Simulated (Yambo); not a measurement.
Material: KHF$_{2}$ (space group I4/mcm, No. 140); a = 5.1880 Å, b = 5.1880 Å, c = 5.1880 Å, α = 114.69°, β = 114.69°, γ = 99.48° (8 atoms in the cell). The geometry is that of Materials Project entry mp-23846, symmetrised and not relaxed again.

With LDA (pw.x of Quantum ESPRESSO, ONCV potentials, no spin-orbit coupling), the gap between the mesh's edge points (Z → Γ) is 6.907 eV.

Problem. Estimate the G0W0 gap between the same points from Yambo (4×4×4 Γ-centred k mesh, 118 bands and a 6 Ry block in the screening, 118 bands in G with the Bruneval-Gonze terminator, plasmon pole fitted at 27.2 eV).

Solution. The correction is 4.695 eV, giving 11.602 eV, 1.7 times the LDA value.  Nearest settings tried, and what they do to the gap: 94 bands in W, 94 bands in G: +64 meV; 5 Ry block (153 vectors against 181): -2 meV; 2×2×2 mesh: -29 meV. So the settings aren't converged at that level.
